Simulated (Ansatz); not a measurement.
The relaxed structure here is a generated cell of SnO2: the first start was made by a random draw of sites in a space group, and the end was not matched to a known phase here, so it may be hypothetical. Known forms of SnO2 include space group No. 136.

One starting cell of SnO2 (a randomly generated symmetric cell of SnO2 (space group No. 123)) was relaxed twice with Ansatz (plane waves, PAW, scalar-relativistic): with r2SCAN at 500 eV and with PBE at 420 eV. The r2SCAN result:

```yaml
crystal:
  lattice:
    - [3.50101, 0.00000, 0.00000]
    - [0.00000, 3.50101, 0.00000]
    - [0.00000, 0.00000, 2.79350]
  atoms:
    - { symbol: O, position: [0.00000, 0.50000, 0.50000] }
    - { symbol: O, position: [0.50000, 0.00000, 0.50000] }
    - { symbol: Sn, position: [0.50000, 0.50000, 0.00000] }
```

| quantity | r2SCAN | PBE |
|---|---|---|
| space group | P4/mmm | P4/mmm |
| volume (Å³/atom) | 11.41 | ? |
| a (Å) | 3.501 | ? |
| c (Å) | 2.794 | ? |
| gap (eV, no spin-orbit coupling) | 0.00 | ? |

Problem. Fill in the PBE column.

Solution. 
- volume (Å³/atom), PBE: 12.06
- a (Å), PBE: 3.562
- c (Å), PBE: 2.853
- gap (eV, no spin-orbit coupling), PBE: 0.00

Both levels end in the same structure; PBE's volume is 5.7 % larger. Neither column is exact.

No spin polarisation in the result.

The run could not lower the symmetry of its start; a shaken copy of this end point relaxes with r2SCAN to R-3m (No. 166), 0.83 eV/atom lower.

Ansatz is a first-principles code.
